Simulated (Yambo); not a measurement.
Ba2H3I (space group P-3m1, No. 164), G0W0@LDA (Yambo, plasmon pole, terminator in G, 3×3×2 mesh): gap A → (0, 0.333, -0.5) in eV by bands and screening block.

```csv
bands (W and G),2 Ry,3 Ry,5 Ry,6 Ry,8 Ry
51,3.82,3.78,3.80,3.80,3.81
86,3.66,[?],3.76,3.77,3.79
135,3.63,3.66,3.78,3.81,3.84
195,[?],[?],3.78,3.82,3.86
256,3.61,3.64,3.77,3.82,3.87
```

Q: Estimate the withheld gaps from their neighbours; the computed values follow.

A: 
- 86, 3 Ry: 3.68
- 195, 2 Ry: 3.62
- 195, 3 Ry: 3.65

The largest settings aren't shown to be the converged limit.

Spin-orbit coupling is not included.

Geometry of the Materials Project entry, not relaxed at this level; primitive cell a = 4.5364 Å, b = 4.5364 Å, c = 8.1196 Å, α = 90.00°, β = 90.00°, γ = 120.00°.

The structure is a Materials Project entry; no match was found in the copy of COD used, and its stability was not checked.
